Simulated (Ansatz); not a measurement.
**Notes on TiCdH$_{3}$**

```
CELL_PARAMETERS angstrom
2.31499 -1.70676 -4.25323
0.00000 2.87614 -4.25323
3.37881 1.70676 4.25323
ATOMIC_POSITIONS crystal
Cd 0.34200 0.34200 0.02600
Cd 0.65800 0.65800 0.97400
Ti 0.15600 0.15600 0.46800
Ti 0.84400 0.84400 0.53200
H 0.54000 0.97000 0.77000
H 0.26000 0.54000 0.77000
H 0.97000 0.26000 0.77000
H 0.46000 0.03000 0.23000
H 0.74000 0.46000 0.23000
H 0.03000 0.74000 0.23000
```

Level: PBE, no spin polarisation; 420 eV; 6×6×6 Γ-centred mesh; fermi-dirac occupations (width 0.1 eV); Ansatz 0.2.0, fixed geometry.

- Formation energy: 0.34 eV an atom against the elements' usual phases (free molecules for gases, crystals otherwise, with no correction for O₂ or N₂), so at this geometry it isn't bound against them. Relaxing would lower it.
- Contacts: Cd–H at 1.92 Å: least valence density 0.44 e/Å³ and ELF 0.33 there. Ti–H at 2.07 Å: least valence density 0.27 e/Å³ and ELF 0.17 there. Both are smooth PAW fields, read partly inside the augmentation spheres.
- Charges: Bader charges in e: Ti +1.05, Cd +0.55, H -0.53. In the mean Ti gives up most and H takes most.
- Stress: The pressure is 1.6 GPa (compression positive), so with the atoms held at these fractions the cell would first expand; the forces are large, so a full relaxation may end otherwise. The principal stresses 1.1, 1.1, 2.7 GPa differ, so its shape would change too.
- Forces: The largest is on Cd1 (and as large on other atoms): 2.37 eV/Å, components (2.02, 1.02, 0.69). It makes 130° with the line to a nearest neighbour, H6 at 1.92 Å.
- At the Fermi level: It is a metal, with about 6.1 states/eV a cell as the mean within 0.25 eV of the Fermi level, mostly Ti d (81 %).

Origin: a known structure type with other elements, at an estimated volume, so it need not be a known compound. Caveats: atoms or cell far from equilibrium.
